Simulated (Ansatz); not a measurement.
ZnCu₂SnS₄ (kesterite type, space group I-4)

```yaml
crystal:
  lattice:
    - [-2.70703, 2.70703, 5.41081]
    - [2.70703, -2.70703, 5.41081]
    - [2.70703, 2.70703, -5.41081]
  atoms:
    - { symbol: Cu, position: [0.00000, 0.00000, 0.00000] }
    - { symbol: Cu, position: [0.75000, 0.25000, 0.50000] }
    - { symbol: Zn, position: [0.25000, 0.75000, 0.50000] }
    - { symbol: Sn, position: [0.50000, 0.50000, 0.00000] }
    - { symbol: S, position: [0.63521, 0.62870, 0.52216] }
    - { symbol: S, position: [0.10654, 0.11306, 0.47784] }
    - { symbol: S, position: [0.37130, 0.89346, 0.00652] }
    - { symbol: S, position: [0.88694, 0.36479, 0.99348] }
```

Equation-of-state scan: isotropic scaling of the cell above, V₀ being its volume. The atoms relax within the cell's symmetry.

These are r2SCAN (plane waves to 500 eV, PAW, scalar-relativistic; Ansatz, a program for electronic structure) values and carry that method's errors. k mesh 9×9×9 (Γ-centred), Fermi-Dirac smearing 0.05 eV. The energy includes the smearing's −TS. ZnCu2SnS4 is run without spin polarisation. ZnCu2SnS4 was relaxed with its symmetry unable to fall. ΔE is measured from the relaxed starting cell.

```csv
V (Å³/atom),ΔE (eV/atom)
18.636,?
18.834,?
19.032,0.0082
19.231,?
19.429,0.0020
19.627,0.0005
19.825,0.0000
20.024,0.0005
20.222,0.0018
20.420,0.0041
20.618,0.0071
20.817,0.0109
21.015,0.0154
```

Complete the blanks.


- 18.636, ΔE (eV/atom): 0.0193
- 18.834, ΔE (eV/atom): 0.0131
- 19.231, ΔE (eV/atom): 0.0045

(Under strain, the slope of the energy per volume gives the stress and its curvature an elastic modulus.)
